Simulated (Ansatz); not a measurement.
The elements of this relaxed trial crystal are hidden behind letters.

```
lattice vectors (Å)
   4.4356    0.0000    0.0000
  -2.2178    3.8413    0.0000
   0.0000    0.0000   12.6692
fractional positions
X 0.0000 0.0000 0.0000
Z 0.3333 0.6667 0.6526
Z 0.6667 0.3333 0.3474
Q 0.3333 0.6667 0.1994
Q 0.0000 0.0000 0.5000
Q 0.6667 0.3333 0.8006
```

All numbers below come from Ansatz, DFT PBE, scalar-relativistic, plane waves, PAW, and for the lanthanide a 4f-in-core norm-conserving potential. Cutoff 660 eV, Γ-centred 12×12×4 mesh (6-atom cell), Gaussian smearing of 0.10 eV, no spin polarisation.

```
Space group                                : P-3m1 (No. 164)
Conventional cell                          : a = 4.436 Å, c = 12.669 Å
Volume per atom                            : 35.98 Å³
Density                                    : 5.33 g/cm³
Formation energy                           : −0.72 eV/atom
Gap on the 12×12×4 mesh of the 6-atom cell : 0 eV (a metal)
```

Energies are uncorrected and count from the elements' standard states at the same level.

**Question.** X is an s-block element of period 4, Z is a lanthanide and Q is a p-block element of period 5. Which elements are they?

**Answer.** X = K, Z = Nd, Q = Sb, so the formula is KNd2Sb3. Density times volume gives a mean mass of 5.33 × 35.98/1.6605 = 115.5 u per atom, and this set has 115.5 u. Around K lie 6 Sb at 3.60 Å; Nd is surrounded by 6 Sb at 3.17–3.21 Å; Sb on a site of symmetry 3m has 3 Nd at 3.17 Å and 3 K at 3.60 Å; 1 more site not described. Other sets within the hints have nearly the same mass, so mass alone doesn't settle it; this one was computed.

Spin–orbit coupling, which can matter for Sb, is left out. Symmetry constrained the relaxation, so the result can be a saddle point. Another cell of the same search, in P-6m2, lies 67 meV/atom lower, so this cell isn't the stable form at this level.

The lanthanide is trivalent by construction, without f bands, f moments or other valences. The reference runs of the other elements, and any phases without the lanthanide, used 420 eV, which shifts energies against them by under 10 meV/atom. The lanthanide's reference is the lowest of its hcp, dhcp and fcc cells.
